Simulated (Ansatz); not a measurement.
GaP in space group Pm-3n (No. 223; Ga on 6c, P on 6d) under volume change, PBE in the plane-wave PAW code Ansatz, scaled uniformly.

| V (Å³/atom) | E − E(relaxed) (meV/atom) | P (GPa) |
|---|---|---|
| 23.685 | 45.9 | 6.83 |
| 24.465 | 19.2 | 4.17 |
| 25.246 | 4.5 | 1.92 |
| 26.027 | 0.0 | 0.00 |
| 26.808 | 4.0 | -1.62 |
| 27.589 | 15.4 | -2.99 |
| 28.370 | 32.8 | -4.14 |

Q: What does a third-order Birch–Murnaghan fit give for V₀, B₀ and B′?

A: V₀ = 26.03 Å³/atom, B₀ = 58.5 GPa, B′ = 4.5.

The start of the workflow was typed in or built on a structure type; neither database checked (COD, Materials Project) lists it. It is not the phase usual at ambient conditions (space group No. 216). The PBE relaxation kept the symmetry of its start; its stability against distortions is not shown here. The volume moved by 26 % from the start of the relaxation. Scalar-relativistic: spin–orbit coupling is off unless named, which matters more the heavier the elements.

Potentials: the earlier of the program's two PAW sets.
